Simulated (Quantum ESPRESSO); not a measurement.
# Planted mistakes on one cell of InGa3P4

The results below are calculated, not measured. They come from pw.x of Quantum ESPRESSO 7.5, a plane-wave density functional program, with PseudoDojo standard norm-conserving files (v0.5 for PBE, v0.4.1 for LDA and PBEsol). The cells are made up: elements, strain and atom displacements were drawn at random, and nothing was relaxed. There is no spin polarisation, spin-orbit coupling or dispersion term.

The cell has 8 sites of a zincblende or diamond lattice. Sites 1 to 4 hold In Ga Ga Ga; sites 5 to 8 hold P P P P. Cell vectors in Å: (5.577, 0.051, 0.034); (0.051, 5.438, -0.011); (0.034, -0.011, 5.533). Settings: PBE, cutoff 1088 eV, 4 x 4 x 4 k mesh shifted by half a step, Fermi-Dirac smearing of 0.025 eV.

The intended run has a self-consistency threshold of 1e-07 eV, a smearing term of 0.000 eV, a pressure of 5.90 GPa and 10 iterations. Each further run changes one thing: all lengths scaled by 0.9865; atoms of sites 1 and 2 exchanged; cutoff 765 eV; files of LDA; k mesh 1 x 1 x 1; one electron added; smearing 0.79 eV; threshold 0.2 eV. A coarse mesh keeps the shift, and a charged cell sits in a uniform background.

| run | change of free energy (eV) | smearing term -TS (eV) | change of P (GPa) | largest change of a force component (eV/Å) | iterations |
| --- | --- | --- | --- | --- | --- |
| A | 4.807 | 0.000 | -41.09 | 0.005 | 10 |
| B | 0.334 | 0.000 | 4.23 | 0.208 | 10 |
| C | 11.101 | 0.000 | -5.57 | 0.139 | 10 |
| D | 0.076 | 0.000 | 0.15 | 2.411 | 10 |
| E | 9.544 | -0.001 | 12.76 | 0.114 | 10 |
| F | -1.273 | -4.296 | 1.93 | 0.113 | 11 |
| G | 0.008 | 0.000 | 1.07 | 0.521 | 3 |
| H | 8.821 | 0.000 | 5.75 | 0.340 | 11 |

A rerun of the intended cell at 1377 eV and k mesh 6 x 6 x 6 moved values by no more than 0.010 eV in the cell's energy, 0.03 GPa in stress and 0.002 eV/Å in force.

Question: which change belongs to which run?

## Worked reading

Run G has the fewest iterations, as a run stopped early does. Run F has the largest smearing term, as wide smearing gives. Run A has a higher energy and the largest fall in pressure, as too small a basis gives. Run B changes the volume by a factor of 0.9600; minus its pressure change over the logarithm of that factor, 104 GPa, is a rough bulk modulus with clamped atoms. Energies from files of another functional, or of a charged cell, have another zero and say nothing on stability; the pressure of a charged cell rests on the program's zero of potential too.

## Key

```
run                            change
  A                     cutoff 765 eV
  B      all lengths scaled by 0.9865
  C                      files of LDA
  D  atoms of sites 1 and 2 exchanged
  E                one electron added
  F                  smearing 0.79 eV
  G                  threshold 0.2 eV
  H                  k mesh 1 x 1 x 1
```